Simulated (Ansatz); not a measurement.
ZnAu (CsCl type, Pm-3m) at seven volumes, r²SCAN (plane waves, PAW; program Ansatz), scaled uniformly. One row is withheld.

```json
[
 {"V (Å³/atom)": "14.205", "P (GPa)": "16.42"},
 {"V (Å³/atom)": "14.673", "P (GPa)": "?"},
 {"V (Å³/atom)": "15.142", "P (GPa)": "4.46"},
 {"V (Å³/atom)": "15.610", "P (GPa)": "-0.01"},
 {"V (Å³/atom)": "16.078", "P (GPa)": "-3.70"},
 {"V (Å³/atom)": "16.547", "P (GPa)": "-6.73"},
 {"V (Å³/atom)": "17.015", "P (GPa)": "-9.21"}
]
```

**Question.** Fit the shown pressures and predict the withheld one.

**Answer.** P = (3/2)B₀(x^(7/2) − x^(5/2))[1 + (3/4)(B′ − 4)(x − 1)] with x = (V₀/V)^(2/3). Least squares on the six rows gives V₀ = 15.609 Å³/atom, B₀ = 135 GPa, B′ = 5.42. At V = 14.673, x = 1.0421 and P = 9.87 GPa. The run itself gave 9.87 GPa.

Symmetry was held in the r²SCAN relaxation. Spin–orbit coupling is left out wherever it is not named.

Potentials: the later of the program's two PAW sets.
